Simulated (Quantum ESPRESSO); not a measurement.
## Computed NMR tensors in CaO

```xyz
2
Lattice="0.0000 2.4087 2.4087 2.4087 0.0000 2.4087 2.4087 2.4087 0.0000" Properties=species:S:1:pos:R:3 pbc="T T T"
Ca     0.0000     0.0000     0.0000
O      2.4087     2.4087     2.4087
```
The cell was made here from an entry of the Crystallography Open Database (unchecked): atoms relaxed with PBE in the measured cell (PBE without dispersion, pw.x of a modified build of Quantum ESPRESSO, symmetry kept).  Stability against distortions was not tested.

Computed: shieldings by GIPAW with PBE in Quantum ESPRESSO, on JTH PAW datasets, 22.5 Ha, k-mesh 6×6×6 shifted, f-sum rule met within 0.001 %.

```
site         site symmetry  σ_iso (ppm)
-----------  -------------  -----------
Ca (atom 1)           m-3m          960
O (atom 2)            m-3m         -152
```

These are absolute shieldings with no macroscopic susceptibility term; δ = σ_ref − σ needs a reference computed alike. By our sweeps, such settings leave a few ppm in absolute σ. PBE places the empty d or f states of Ca too low, which is known to distort σ on and beside such ions.
